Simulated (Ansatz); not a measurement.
NaGeCl3 built on the cubic perovskite prototype, relaxed with r2SCAN in the PAW code Ansatz. The symmetry is Pm-3m (No. 221, cubic); conventional cell a = 5.191 Å, 27.97 Å³ an atom. Na is surrounded by 12 Cl at 3.67 Å; Ge is surrounded by 6 Cl at 2.60 Å; Cl is surrounded by 2 Ge at 2.60 Å and 4 Na at 3.67 Å.

The axes x, y and z are those of this cell:
```
CELL_PARAMETERS angstrom
5.19087 0.00000 0.00000
0.00000 5.19087 0.00000
0.00000 0.00000 5.19087
ATOMIC_POSITIONS crystal
Na 0.00000 0.00000 0.00000
Ge 0.50000 0.50000 0.50000
Cl 0.50000 0.50000 0.00000
Cl 0.50000 0.00000 0.50000
Cl 0.00000 0.50000 0.50000
```

Unstrained: The PBE gap is direct at R: 0.665 eV. With r2SCAN the gap is 0.768 eV and direct, at R. With HSE06 the gap is 1.184 eV and direct, at R. Meshes: PBE 6×6×6, r2SCAN 6×6×6, HSE06 4×4×4. Strains are changes of length per length. After each strain the atoms were relaxed again with r2SCAN within the symmetry that the strain leaves, so tilts or polar shifts that break it weren't tested; points keep the names that they have in the unstrained zone. (Calculated; spin-unpolarised; the phase may be known or hypothetical.)

Task: Apply epitaxial +5.0 % in the xy plane, free normal strain -1.51 %. How far does the gap move, against the unstrained cell?

Result: PBE: the gap goes from 0.665 to 0.883 eV (+0.218 eV). r2SCAN: the gap goes from 0.768 to 1.007 eV (+0.239 eV). HSE06: the gap goes from 1.184 to 1.457 eV (+0.273 eV). The r2SCAN energy rises by 29.8 meV an atom.

Task: One strain changed the r2SCAN stress by xx +2.49, yy +2.49, zz +2.49 GPa (compression positive) and the gap by -0.469 eV (PBE), -0.503 eV (r2SCAN), -0.534 eV (HSE06). Which kind of strain was it, and roughly how large?

Result: Isotropic -2.5 % on every length. The pattern of the stress gives the kind; the size needs the stiffness, so it is an estimate.

Task: One strain changed the r2SCAN stress by xx -0.88, yy -0.15, zz -0.15 GPa (compression positive) and the gap by -0.002 eV (PBE), -0.001 eV (r2SCAN), +0.008 eV (HSE06). Which kind of strain was it, and roughly how large?

Result: Uniaxial +1.5 % along x, other directions held. The pattern of the stress gives the kind; the size needs the stiffness, so it is an estimate.

Task: Estimate what isotropic +4.0 % on every length does to the gap.

Result: PBE: the gap goes from 0.665 to 1.251 eV (+0.586 eV). r2SCAN: the gap goes from 0.768 to 1.399 eV (+0.631 eV). HSE06: the gap goes from 1.184 to 1.858 eV (+0.674 eV). The r2SCAN energy rises by 36.5 meV an atom.

Spin-orbit coupling is left out.

The meshes of the hybrids are coarse, so their gaps aren't converged to the digits shown.
